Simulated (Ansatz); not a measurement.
P3N5:
```
CELL_PARAMETERS angstrom
      4.06610     2.93130     0.00000
     -4.06610     2.93130     0.00000
     -3.98625     0.00000     8.27251
ATOMIC_POSITIONS crystal
  P  0.51742 0.51742 0.75000
  P  0.48258 0.48258 0.25000
  P  0.33805 0.07008 0.05512
  P  0.66195 0.92992 0.94488
  P  0.07008 0.33805 0.44488
  P  0.92992 0.66195 0.55512
  N  0.49987 0.78947 0.09990
  N  0.50013 0.21053 0.90010
  N  0.78947 0.49987 0.40010
  N  0.21053 0.50013 0.59990
  N  0.77025 0.50734 0.69136
  N  0.22975 0.49266 0.30864
  N  0.50734 0.77025 0.80864
  N  0.49266 0.22975 0.19136
  N  0.00000 0.00000 0.00000
  N  0.00000 0.00000 0.50000
```

Relaxed with r²SCAN.

Question: Which orbitals make up the states near the band edges in r²SCAN in the plane-wave PAW code Ansatz?

Answer: Top 1 eV of the valence band: N 2p 94 %. Bottom 1 eV of the conduction band: P 3p 50 %, N 2p 13 %, N 2s 13 %, P 3s 7 %, outside the projected shells 16 %. Projections are on Löwdin-orthogonalised atomic valence shells; empty p or d shells of many metals are not among them.

Question: Tabulate the density of states.

Answer: States/eV per cell of 16 atoms, in 0.25 eV bins, energy from the valence-band maximum.

```
E (eV)  total  N 2p  P 3p  N 2s
------  -----  ----  ----  ----
-7.85    0.98  0.60  0.28  0.04
-7.60    3.97  2.50  1.21  0.11
-7.35    7.52  4.79  2.32  0.16
-7.10    6.20  3.96  1.87  0.15
-6.85    6.74  4.33  1.98  0.18
-6.60    6.43  4.18  1.90  0.14
-6.35    6.32  4.17  1.85  0.13
-6.10    8.44  5.61  2.47  0.16
-5.85    1.40  0.94  0.41  0.03
-5.60    0.00  0.00  0.00  0.00
-5.35    0.00  0.00  0.00  0.00
-5.10    0.00  0.00  0.00  0.00
-4.85    0.00  0.00  0.00  0.00
-4.60    2.24  1.74  0.21  0.21
-4.35    7.37  5.62  0.85  0.65
-4.10    6.36  5.03  0.63  0.48
-3.85    7.29  5.91  0.63  0.50
-3.60    6.10  5.02  0.47  0.39
-3.35    5.42  4.55  0.35  0.32
-3.10    8.60  7.24  0.50  0.53
-2.85    7.06  6.11  0.36  0.30
-2.60   10.55  9.24  0.53  0.37
-2.35    8.38  7.37  0.41  0.27
-2.10    9.46  8.45  0.37  0.25
-1.85    9.19  8.26  0.33  0.24
-1.60    8.73  7.91  0.26  0.21
-1.35    6.00  5.45  0.20  0.14
-1.10    7.38  6.81  0.23  0.10
-0.85    6.62  6.14  0.19  0.08
-0.60    6.62  6.23  0.14  0.08
-0.35    4.19  3.99  0.07  0.04
-0.10    0.43  0.42  0.00  0.00
0.15     0.00  0.00  0.00  0.00
0.40     0.00  0.00  0.00  0.00
0.65     0.00  0.00  0.00  0.00
0.90     0.00  0.00  0.00  0.00
1.15     0.00  0.00  0.00  0.00
1.40     0.00  0.00  0.00  0.00
1.65     0.00  0.00  0.00  0.00
1.90     0.00  0.00  0.00  0.00
2.15     0.00  0.00  0.00  0.00
2.40     0.00  0.00  0.00  0.00
2.65     0.00  0.00  0.00  0.00
2.90     0.00  0.00  0.00  0.00
3.15     0.00  0.00  0.00  0.00
3.40     0.00  0.00  0.00  0.00
3.65     0.00  0.00  0.00  0.00
3.90     0.00  0.00  0.00  0.00
4.15     0.45  0.04  0.26  0.07
4.40     1.84  0.21  1.06  0.25
4.65     3.01  0.45  1.68  0.36
4.90     3.30  0.43  1.42  0.43
5.15     5.35  0.67  2.13  0.80
5.40     4.61  0.58  1.69  0.67
5.65     4.92  0.65  1.93  0.62
5.90     6.01  0.88  2.36  0.70
6.15     5.30  0.84  1.89  0.56
6.40     7.55  1.17  2.60  0.81
6.65     7.28  1.14  2.51  0.68
6.90     6.08  0.90  2.09  0.61
7.15     6.17  0.85  2.03  0.70
7.40     8.57  1.20  2.94  1.03
7.65     8.45  1.20  2.87  1.01
7.90     7.02  0.99  2.25  0.75
8.15     6.85  0.97  2.21  0.67
8.40     8.28  1.21  2.68  0.73
8.65     8.02  1.22  2.54  0.68
8.90     7.77  1.18  2.32  0.59
```

Space group C2/c. The first step of the workflow began from a Materials Project structure, measured or hypothetical; the Crystallography Open Database copy checked does not list it. Its standing as an ambient phase is unchecked. The cell was relaxed with r²SCAN under the symmetry of its start; its stability against distortions is not shown here.

Potentials: the later of the program's two PAW sets.
